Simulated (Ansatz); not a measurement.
Input file for Ansatz (a quantum-chemistry and plane-wave program):

Ansatz 0.2 input:
```yaml
crystal:
  lattice:
    - [0.0, 2.2763802796, 2.2763802796]
    - [2.2763802796, 0.0, 2.2763802796]
    - [2.2763802796, 2.2763802796, 0.0]
  atoms:
    - { symbol: Be, position: [0.25, 0.25, 0.25] }
    - { symbol: Be, position: [0.75, 0.75, 0.75] }
    - { symbol: B, position: [0.0, 0.0, 0.0] }
kpoints:
  mp_grid: { grid: [15, 15, 15] }
basis: { xc_grid: 2, fft_grid_basis: typed }
hamiltonian:
  xc: pbesol
  pseudopotentials: { kind: paw }
scf:
  occupations: { method: gaussian, width: 0.05 }
checkpoint: { read: metal.run }
output: { write_density: true, elf: true, volumetric_format: npy }
```

Output (shortened):

```
Pseudopotential: Be, paw, valence charge 2
Pseudopotential: B, paw, valence charge 3
Functional definition: PBEsol
Crystal: 3 atoms, lattice volume = 23.592 Å³
Basis set: ecut = 420 eV, 459 PW (Γ), exchange–correlation on 48×48×48 points (8 copies of the dense FFT grid, shifted against one another)
Bands: 12, of which v1, the nominal top of the filled ones, is band 4 counted from 1 (3 counted from 0)
Symmetry: 48 space group operations
Space group: Fm-3m (ITA 225), of the structure as read, at distance tolerance 2.9e-5 Å
k-points: 120 of 3375
Stability of the state it starts from, as read at its close in the unpolarized treatment …
iter 1 solved again at ethr=5.00e-9 eV; its pass at ethr=3.10e-3 eV (dr2=3.50e-7 eV) is discarded
SCF iter   1: F=—  HF=-333.216892 eV  |F-HF|=—  |Δ(HF+E_count)|=         —  Δρ=1.39e-7  dr2=2.82e-12  ethr=5.00e-9  ⟨swp⟩=3.2  Hψ=12461  notcnv=0
preconditioner: auto → none
SCF iter   2: F=-333.216892 eV  HF=-333.216892 eV  |F-HF|=4.55e-13  |Δ(HF+E_count)|=  3.38e-10  Δρ=9.03e-8  dr2=1.51e-12  ethr=1.00e-12  ⟨swp⟩=4.3  Hψ=4954  notcnv=0
SCF 1 converged in 2 iterations: F = -333.216892 eV  dr2 = 1.51e-12
SCF converged after 2 iterations
Free energy (F): -333.216892 eV
Harris-Foulkes:  -333.216892 eV  (|F-HF|=4.55e-13)
Internal energy: -333.216200 eV  (E = F + TS)
E sigma→0 (E₀):  -333.216546 eV
Entropy (-TS):   -0.000692 eV (-0.231 meV/atom)
Fermi energy:    6.945698 eV
--- Per-component energies (eV) ---
  E_band       = 17.727895
  E_kinetic    = 90.061951
  E_local      = -23.178512  (includes V_loc(G=0)·N_el)
  E_nonlocal   = 21.129738
  E_hartree    = 7.435095
  E_xc         = -71.181624
  E_vxc        = -79.633187  (∫ρ·V_xc dr)
  E_paw        = -190.033291  (= ΣΔE_a)
  E_vpaw       = -5.522282  (= ΣTr[D̂ρ^β])
  E_aug_tail   = -0.000003  (compensation charges beyond the density's cutoff)
  E_ewald      = -167.483329
  E_core_change = 0.033774  (= ΣΔE_core)
  E_smearing   = -0.000692  (= −TS)
  E_closure    = 0.000000  (closes the sum)
  Σ components = -333.216892   (vs F -333.216892, Δ=0.00e0)
  [band-id]    e_kinetic+e_local+e_nonlocal+2·e_hartree+e_vxc+e_vpaw+e_augmentation_tail = 17.727897   (vs E_band 17.727895, Δ=2.00e-6)
--- Band table (eV; the first three rows and the last of 120) ---
  k-point 0: bands = ["-4.4606", "9.7660", "9.7660", "9.7660", "11.4576", "11.4576", "11.4576", "17.8970", "19.6994", "19.6994", "19.6994", "22.9983"]
  k-point 1: bands = ["-4.3901", "8.8130", "9.4840", "9.4840", "11.7956", "11.7956", "12.2649", "17.8244", "19.2008", "19.2008", "20.0255", "23.7945"]
  k-point 2: bands = ["-4.1788", "7.2857", "8.9732", "8.9732", "12.4159", "12.4159", "13.3641", "17.7183", "18.4496", "18.4496", "20.8356", "24.1253"]
  k-point 119: bands = ["0.3227", "2.4799", "2.9431", "3.5428", "14.2081", "15.9553", "16.6216", "17.2438", "22.4133", "22.9371", "23.8387", "24.2271"]
```

Cost: very roughly 2.9 core-seconds on shared cores.

The workflow started from an entry of the Crystallography Open Database (COD). Its standing as an ambient phase is unchecked. The cell was relaxed with PBEsol under the symmetry of its start; whether a distortion lowers the energy is not shown.

Potentials: the later of the program's two PAW sets.

Ansatz is a plane-wave DFT program.
